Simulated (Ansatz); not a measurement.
The end point of a relaxation of ZrO2. Space group P4₂/nmc (No. 137). Method: PBE (plane waves to 420 eV, PAW, scalar-relativistic; Ansatz, a quantum-chemistry and plane-wave program).

Space group P4₂/nmc, origin choice 1 (No. 137); a = 3.6208 Å, b = 3.6208 Å, c = 5.2841 Å, α = 90.00°, β = 90.00°, γ = 90.00°

| atom | site | symmetry | x | y | z |
|---|---|---|---|---|---|
| Zr | 2a | -4m2 | 0.0000 | 0.0000 | 0.0000 |
| O | 4d | 2mm. | 0.0000 | 0.5000 | 0.1925 |

Q: Give the band gap at the level PBE.

A: 4.04 eV, indirect (valence top at k = (0.2222, 0.2222, 0), conduction bottom at Γ) (no spin-orbit coupling).

Q: Give the smallest direct gap at the level PBE.

A: 4.14 eV at Γ.

No spin polarisation in the result.

The run could not lose the symmetry of its start.

It was reached from a disturbed copy of a Fm-3m (No. 225) cell (fluorite type), against which it lies -0.035 eV/atom.

The first start was generated by placing the elements on the sites of a structure type. A measured structure of ZrO2 has the same space group, P4₂/nmc (No. 137); the sites were not compared with it.
